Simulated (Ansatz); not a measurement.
Q: C in space group P6_3/mmc (No. 194; C on 4e, C on 4f) is relaxed with PBEsol (plane waves, PAW; program Ansatz). What lattice parameters of the conventional cell result?

A: a = 2.505 Å, c = 8.264 Å.

Q: Give the free coordinates with the occupied sites.

A: In one choice of origin and axes:

```tsv
atom	site	symmetry	x	y	z
C	4e	3m.	0.0000	0.0000	0.0930
C	4f	3m.	0.3333	0.6667	0.1555
```

Q: Is it a metal or does it have a gap at this level?

A: A gap of 4.44 eV, indirect.

The workflow started from a Materials Project entry (that database holds measured and hypothetical structures alike). Its sites differ from those of the usual phase in this space group: another stacking or structure type. The cell was relaxed with PBEsol under the symmetry of its start; whether a distortion lowers the energy is not shown.

Potentials: the earlier of the program's two PAW sets. The files were generated under PBE; for other functionals the program regenerates the frozen cores, and for LDA and PBEsol the local potential too.
